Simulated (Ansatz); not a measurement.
Values for one crystal, relaxed and computed with plane-wave PAW r²SCAN (Ansatz code); other levels are named.

```yaml
volume_per_atom: 25.14 Å³
band_gap: 1.48 eV (indirect)
Electron effective mass with spin–orbit coupling: 0.18, 0.82, 1.5 mₑ (principal values)
electron_effective_mass: 0.18, 0.82, 1.5 mₑ (principal values)
Hole effective mass, band 2 of 2 at the edge: 0.18 along x, 0.94 along z (mₑ)
valence_band_maximum: at Γ
Hole effective mass, band 1 of 2 at the edge: 0.92 along x, 0.94 along z (mₑ)
```

Which of these materials gives this?
A) Ca6Sb2PN, Fm-3m (Ca on 24e, Sb on 8c, P on 4a, N on 4b)
B) BaMg2P2, P-3m1 (Ba on 1a, Mg on 2d, P on 2d)
C) MgO, CsCl type
D) Ba2H6Os, Fm-3m (Ba on 8c, H on 24e, Os on 4a)

B, BaMg2P2, P-3m1 (Ba on 1a, Mg on 2d, P on 2d)

The workflow started from a Materials Project entry (that database holds measured and hypothetical structures alike); the Crystallography Open Database copy checked does not list it. Its standing as an ambient phase is unchecked. The cell was relaxed with r²SCAN under the symmetry of its start; whether a distortion lowers the energy is not shown. Scalar-relativistic: spin–orbit coupling is off unless named, which matters more the heavier the elements.

Potentials: the later of the program's two PAW sets.
